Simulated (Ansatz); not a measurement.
The cell comes from COD entry 9013008, which wasn't checked; take it as a given geometry. The listed cell was then made from it by scaling, straining or moving an atom.

Sb: DFT, PBEsol, all-electron LAPW, scalar-relativistic (Ansatz 0.2.0). What sets it apart from a plain run of this crystal: volume scaled by 1.02.

Command: `ansatz run input.yaml --threads 1 --pin off --max-ram 3072MiB --backend cpu --events-out ev --progress --plain --runs-dir out` The run took 4.1 s on 1 thread of Intel(R) Xeon(R) 6975P-C (Granite Rapids) (shared host), peak memory 0.29 GiB.

```yaml
crystal:
  lattice:
    - [3.1809277622, 0.0, 0.0]
    - [0.0, 3.1809277622, 0.0]
    - [0.0, 0.0, 3.1809277622]
  atoms:
    - { symbol: Sb, position: [0.0, 0.0, 0.0] }
kpoints:
  mp_grid: { grid: [12, 12, 12] }
  band_path:
    path:
      - [0.0, 0.0, 0.0]
      - [0.0, 0.5, 0.0]
      - [0.5, 0.5, 0.0]
      - [0.0, 0.0, 0.0]
      - [0.5, 0.5, 0.5]
      - [0.0, 0.5, 0.0]
      - [0.5, 0.5, 0.5]
      - [0.5, 0.5, 0.0]
    npoints: 5
scf:
  occupations: { method: fermi_dirac, width: 0.08 }
hamiltonian:
  xc: pbesol
  pseudopotentials: { kind: all_electron, lapw: { basis_error: 0.001 } }
output:
  forces: true
  stress: true
  eigenvalues: true
```

Output (standing set-up lines are left out):

```
LAPW: plane waves up to 6.892 Å⁻¹, error target 1.0e-3 eV per atom; small_component_spin mean_spin; Sb in spheres of 1.590 Å, 23 of its electrons in bands, Dirac shells []
Crystal: 1 atoms, lattice volume = 32.186 Å³
Basis set: ecut = 180.99321187570257 eV, 179 PW (Γ), exchange–correlation at level 2
iter 1 solved again at ethr=5.50e-5 eV; its pass at ethr=1.00e-1 eV (dr2=1.26e-2 eV) is discarded
SCF iter   1: F=—  HF=-176291.717951 eV  |F-HF|=—  |Δ(HF+E_count)|=         —  Δρ=7.81e-3  dr2=1.27e-2  ethr=5.50e-5  ⟨swp⟩=3.2  Hψ=9471  notcnv=0
preconditioner: auto → LDOS  [metal: Δε(μ)=0.029 eV  Ē_g=11.718 eV  σ=0.080 eV  W_gap=0.09  n_scr=6 (ndim 8)  ℏωp=14.6 eV  f_vac=0.030  D(μ)=0.79/eV (n_scr^D=6)  β→1.0]
iter 2 solved again at ethr=1.82e-6 eV; its pass at ethr=5.50e-5 eV (dr2=4.18e-4 eV) is discarded
SCF iter   2: F=—  HF=-176291.716119 eV  |F-HF|=—  |Δ(HF+E_count)|=   1.83e-3  Δρ=1.80e-3  dr2=4.19e-4  ethr=1.82e-6  ⟨swp⟩=2.0  Hψ=6426  notcnv=0
SCF iter   3: F=—  HF=-176291.715179 eV  |F-HF|=—  |Δ(HF+E_count)|=   9.40e-4  Δρ=4.63e-4  dr2=3.23e-5  ethr=1.82e-6  ⟨swp⟩=2.8  Hψ=3848  notcnv=0
SCF iter   4: F=—  HF=-176291.714293 eV  |F-HF|=—  |Δ(HF+E_count)|=   8.86e-4  Δρ=1.20e-4  dr2=2.78e-6  ethr=1.41e-7  ⟨swp⟩=2.0  Hψ=3759  notcnv=0
SCF iter   5: F=—  HF=-176291.714132 eV  |F-HF|=—  |Δ(HF+E_count)|=   1.61e-4  Δρ=2.81e-5  dr2=1.60e-7  ethr=1.21e-8  ⟨swp⟩=2.9  Hψ=3930  notcnv=0
SCF iter   6: F=—  HF=-176291.714123 eV  |F-HF|=—  |Δ(HF+E_count)|=   8.72e-6  Δρ=3.49e-6  dr2=2.74e-9  ethr=6.97e-10  ⟨swp⟩=2.9  Hψ=3938  notcnv=0
SCF iter   7: F=-176291.714123 eV  HF=-176291.714123 eV  |F-HF|=4.37e-10  |Δ(HF+E_count)|=   1.05e-7  Δρ=4.20e-7  dr2=4.24e-11  ethr=1.19e-11  ⟨swp⟩=3.0  Hψ=3949  notcnv=0
SCF 1 converged in 7 iterations: F = -176291.714123 eV  dr2 = 4.24e-11
NSCF: frozen V_eff on 36 k-points
SCF converged after 7 iterations
Free energy (F): -176291.714123 eV
Harris-Foulkes:  -176291.714123 eV  (|F-HF|=4.37e-10)
Internal energy: -176291.698198 eV  (E = F + TS)
E sigma→0 (E₀):  -176291.706161 eV
Entropy (-TS):   -0.015925 eV (-15.925 meV/atom)
Fermi energy:    11.229275 eV
--- Per-component energies (eV) ---
  E_band       = -927.074064
  E_kinetic    = 185772.977063
  E_xc         = -4565.416289
  E_electrostatic = -357499.258972  (all electrons and nuclei)
  E_smearing   = -0.015925  (= −TS)
  E_closure    = 0.000000  (closes the sum)
  E_atoms      = -176287.264445  (free atoms, spherical and without spin; not in F)
  Σ components = -176291.714123   (vs F -176291.714123, Δ=0.00e0)
  Basis errors (estimates in eV, not in F): energy 3.2e-4 per atom: plane waves 3.2e-4 (1.7e-4 summed), levels above the bands 1.9e-40, relativity 8.9e-9, radial functions 7.1e-6, core shells 1.7e-10; eigenvalues (radial functions only) 4.8e-6; not estimated: angular momenta, meshes, grids; target (lapw.basis_error) 1.0e-3; muffin-tin radii Sb 1.590 Å
--- Forces (eV/Å), atoms counted from 1 ---
  atom   1  Sb     0.00000000    -0.00000000     0.00000000
  max |Σ_I F_I| component: 4.93e-32 eV/Å
--- Stress (GPa, compression-positive) ---
       -5.343687       0.000000       0.000000
        0.000000      -5.343687       0.000000
        0.000000       0.000000      -5.343687
  P = ⅓ Tr σ = -5.3437 GPa (-53.437 kbar)
--- Band table (eV; the first three rows and the last of 84) ---
  k-point 0: bands = ["-132.8262", "-85.8483", "-85.8483", "-85.8483", "-17.8404", "-17.8404", "-17.7047", "-17.7047", "-17.7047", "-0.6712", "14.2366", "14.2366", "14.2366", "18.2135", "18.2135", "18.8518"]
  k-point 1: bands = ["-132.8262", "-85.8484", "-85.8483", "-85.8483", "-17.8401", "-17.8322", "-17.7070", "-17.7070", "-17.7045", "-0.5785", "13.1323", "14.3260", "14.3260", "18.2951", "18.6580", "19.7688"]
  k-point 2: bands = ["-132.8262", "-85.8487", "-85.8482", "-85.8482", "-17.8392", "-17.8098", "-17.7133", "-17.7133", "-17.7040", "-0.3047", "11.2327", "14.5842", "14.5842", "18.5383", "18.9645", "22.1146"]
  k-point 83: bands = ["-132.8260", "-85.8499", "-85.8499", "-85.8499", "-17.7760", "-17.7760", "-17.7760", "-17.6457", "-17.6457", "6.1875", "9.7110", "9.7110", "9.7110", "16.1379", "16.1379", "16.1379"]
```
